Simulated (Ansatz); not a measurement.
Mo:
```
CELL_PARAMETERS angstrom
     -1.57201     1.57201     1.57201
      1.57201    -1.57201     1.57201
      1.57201     1.57201    -1.57201
ATOMIC_POSITIONS crystal
  Mo 0.00000 0.00000 0.00000
```

Relaxed with r²SCAN+D4. Special points in fractions of this cell's reciprocal vectors: Γ (0.000, 0.000, 0.000); H (0.500, -0.500, 0.500); N (0.000, 0.000, 0.500); P (0.250, 0.250, 0.250).

Q: List the band energies nearest the Fermi level at these points for r²SCAN+D4 in the plane-wave PAW code Ansatz.

A: In eV from the Fermi level; about four levels below and three above (degenerate sets whole), none deeper than 8.9 eV; … stands for higher levels left out; points with the same levels are listed once.

| k | below | above |
|---|---|---|
| Γ | -7.68 -1.45 -1.45 -1.45 | … |
| H | -5.70 -5.70 | … |
| N | -5.63 -3.62 | 1.58 1.88 … |
| P | -2.83 -2.83 -2.83 | … |

Space group Im-3m (bcc (W type)). The cell was relaxed with r²SCAN+D4 under the symmetry of its start. No spin polarisation was allowed. The pairwise dispersion correction was not fitted to metals. Spin–orbit coupling is left out wherever it is not named.

Potentials: the earlier of the program's two PAW sets.
